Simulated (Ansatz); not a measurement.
A free-standing Janus 1T monolayer of PdOSe, relaxed with r2SCAN in the PAW code Ansatz. In-plane lattice: a = 3.379 Å, b = 3.379 Å, γ = 120.0°; thickness between the outer nuclei 2.31 Å. Pd is surrounded by 3 O at 2.16 Å and 3 Se at 2.39 Å; O is surrounded by 3 Pd at 2.16 Å; Se is surrounded by 3 Pd at 2.39 Å.

The axes x, y and z are those of this cell:
```
CELL_PARAMETERS angstrom
3.37910 0.00000 0.00000
-1.68955 2.92639 0.00000
0.00000 0.00000 29.35268
ATOMIC_POSITIONS crystal
Pd 0.00000 0.00000 0.31164
O 0.33333 0.66667 0.34342
Se 0.66667 0.33333 0.26478
```
Periodic in the plane only; c spans the vacuum.

Unstrained: PBE gives an indirect gap of 0.377 eV, from Γ–K (0.41 of the way from Γ) to K; the least direct gap is 1.014 eV at K. r2SCAN gives an indirect gap of 0.512 eV, from Γ–K (0.41 of the way from Γ) to K; the least direct gap is 1.198 eV at K. The HSE06 gap is indirect, 1.216 eV (Γ–K (0.41 of the way from Γ) to K), below the direct gap of 2.152 eV at Γ–K (0.41 of the way from Γ). Meshes: PBE 12×12×1, r2SCAN 12×12×1, HSE06 6×6×1. Strains are changes of length per length, and xy shears are angles. After each strain the atoms were relaxed again with r2SCAN in this cell and within any symmetry left, so distortions that break it or need a larger cell weren't tested; points keep the names that they have in the unstrained zone. Spin-unpolarised throughout. Whether this structure exists isn't addressed.

Question: Estimate what uniaxial -4.0 % along y, other directions held does to the gap.

Answer: PBE: the gap goes from 0.377 to 0.287 eV (-0.090 eV). r2SCAN: the gap goes from 0.512 to 0.420 eV (-0.092 eV). HSE06: the gap goes from 1.216 to 1.118 eV (-0.098 eV). The r2SCAN energy rises by 10.7 meV an atom.

Question: Apply in-plane biaxial -3.0 %. How far does the gap move, against the unstrained cell?

Answer: PBE: the gap goes from 0.377 to 0.279 eV (-0.098 eV). r2SCAN: the gap goes from 0.512 to 0.412 eV (-0.100 eV). HSE06: the gap goes from 1.216 to 1.113 eV (-0.103 eV). The r2SCAN energy rises by 15.1 meV an atom.

Question: Apply uniaxial +2.0 % along x, other directions held. How far does the gap move, against the unstrained cell?

Answer: PBE: the gap goes from 0.377 to 0.399 eV (+0.022 eV). r2SCAN: the gap goes from 0.512 to 0.533 eV (+0.021 eV). HSE06: the gap goes from 1.216 to 1.224 eV (+0.008 eV). The r2SCAN energy rises by 2.6 meV an atom.

Question: Estimate what xy shear, engineering strain (angle) +2.0 % does to the gap.

Answer: PBE: the gap goes from 0.377 to 0.357 eV (-0.019 eV). r2SCAN: the gap goes from 0.512 to 0.492 eV (-0.020 eV). The r2SCAN energy rises by 1.0 meV an atom.

The runs are scalar-relativistic, without spin-orbit coupling.

Where an edge lies off the special points, it is a point of the mesh or the k point where a search put PBE's edge or least direct gap, reused for the other functionals, whose own edges may lie a little apart.

The meshes of the hybrids are coarse, so their gaps aren't converged to the digits shown.

For some runs the program warns that the potential is rough where the density is thin, which bears on the empty states there.
